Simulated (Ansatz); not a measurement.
An elastic tensor (GPa, Voigt order, standard axes) from plane-wave PAW r²SCAN (Ansatz code):

```
83.0  45.2  45.2   0.0   0.0   0.0
45.2  83.0  45.2   0.0   0.0   0.0
45.2  45.2  83.0   0.0   0.0   0.0
 0.0   0.0   0.0  37.9   0.0   0.0
 0.0   0.0   0.0   0.0  37.9   0.0
 0.0   0.0   0.0   0.0   0.0  37.9
```

**Question.** Pick the material that matches.
A. BeS, zinc blende
B. InAs, zinc blende
C. Ag, fcc (Cu type)
D. Ir, fcc (Cu type)

**Answer.** B, InAs, zinc blende

Space group F-43m (zinc blende). The cell was relaxed with r²SCAN under the symmetry of its start; phonons on a q-mesh show no instability.

Potentials: the later of the program's two PAW sets.
